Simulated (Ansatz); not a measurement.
InP in space group P6_422 (No. 181; In on 3c, P on 3d), DFT-r²SCAN in the program Ansatz with PAW potentials. The conduction-band minimum lies at Γ, with 1 equivalent valley. Second derivatives d²E/dk² of the lowest band at one valley (eV·Å²), along Cartesian directions:

| direction | d²E/dk² |
|---|---|
| [100] | 107.5 |
| [010] | 107.5 |
| [001] | 223.8 |
| [110] | 107.5 |
| [101] | 165.9 |
| [011] | 165.9 |

Q: Find the principal effective masses, the density-of-states mass and the conductivity mass.

A: Off-diagonal terms follow from H_xy = H[110] − (H_xx + H_yy)/2, and m*/mₑ = 7.620 eV·Å² over each eigenvalue: 0.034, 0.071, 0.071. One valley's DOS mass (m₁m₂m₃)^(1/3) = 0.056, conductivity mass 3/(Σ 1/mᵢ) = 0.052 mₑ.

Q: What effective density of states Nc follows at 300 K for parabolic valleys?

A: Nc = 2.509e19 × 1 × (0.056)^(3/2) ≈ 3.3e17 cm⁻³.

The start of the workflow was typed in or built on a structure type; neither database checked (COD, Materials Project) lists it. It is not the phase usual at ambient conditions (space group No. 216). The r²SCAN relaxation kept the symmetry of its start; its stability against distortions is not shown here. Spin–orbit coupling is left out wherever it is not named.

Potentials: the later of the program's two PAW sets.

Edges and masses are those of Kohn–Sham bands, whose gap is no quasiparticle gap.
